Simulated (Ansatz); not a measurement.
AgI:
```cif
data_Ag2I2
_chemical_formula_sum 'Ag2 I2'
_space_group_name_H-M_alt 'P 1'
_space_group_IT_number 1
_cell_length_a 4.48568
_cell_length_b 4.48568
_cell_length_c 7.33908
_cell_angle_alpha 90.000
_cell_angle_beta 90.000
_cell_angle_gamma 120.000
loop_
_space_group_symop_operation_xyz
  'x, y, z'
loop_
_atom_site_label
_atom_site_type_symbol
_atom_site_fract_x
_atom_site_fract_y
_atom_site_fract_z
_atom_site_occupancy
Ag1 Ag 0.33333 0.66667 0.00262 1
Ag2 Ag 0.66667 0.33333 0.50262 1
I1 I 0.33333 0.66667 0.37728 1
I2 I 0.66667 0.33333 0.87728 1
```

Relaxed with LDA.

Q: Decompose the optical modes at the zone centre into irreducible representations, and say which are infrared and Raman allowed.

A: Point group 6mm: Γ_opt = A1 + 2B1 + E1 + 2E2. Infrared: A1, E1. Raman: A1, E1, E2.

Q: Assign frequencies (DFPT, plane-wave PAW LDA (Ansatz code); without the LO–TO term).

A: E2 21, B1 84, A1 118, E1 119, E2 125, B1 134 cm⁻¹.

Subscripts of B labels follow the axes of the standard setting.

Space group P6_3mc (wurtzite). The cell was relaxed with LDA under the symmetry of its start. No spin polarisation was allowed. Spin–orbit coupling is left out wherever it is not named.

Potentials: the earlier of the program's two PAW sets. The files were generated under PBE; for other functionals the program regenerates the frozen cores, and for LDA and PBEsol the local potential too.
